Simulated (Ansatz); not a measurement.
BP:
```
BP
1.0
    3.19821     0.00000     0.00000
   -1.59911     2.76974     0.00000
    0.00000     0.00000     7.96683
B P
2 2
Direct
  0.33333   0.66667   0.25000
  0.66667   0.33333   0.75000
  0.66667   0.33333   0.25000
  0.33333   0.66667   0.75000
```

Relaxed with r²SCAN+D4.

Task: Tabulate the valence density and the electron localisation function along the shortest B–P contact (1.85 Å), DFT-r²SCAN+D4 in the program Ansatz with PAW potentials.

Result: 

```csv
distance from B (Å),density (e/Å³),ELF
0.18,0.51,0.01
0.28,0.68,0.12
0.37,0.84,0.38
0.46,0.95,0.68
0.55,1.00,0.84
0.65,1.02,0.91
0.74,1.03,0.94
0.83,1.04,0.95
0.92,1.06,0.95
1.02,1.08,0.94
1.11,1.06,0.93
1.20,1.00,0.89
1.29,0.86,0.77
1.38,0.68,0.50
1.48,0.46,0.17
1.57,0.27,0.02
1.66,0.13,0.00
```

The density is the valence pseudo-density with augmentation charge, so density and ELF within about 1 Å of a nucleus are not all-electron values.

Space group P6_3/mmc. The start of the workflow was typed in or built on a structure type; neither database checked (COD, Materials Project) lists it. It is not the phase usual at ambient conditions (space group No. 216). The r²SCAN+D4 relaxation kept the symmetry of its start; whether a distortion lowers the energy is not shown.

Potentials: the earlier of the program's two PAW sets.
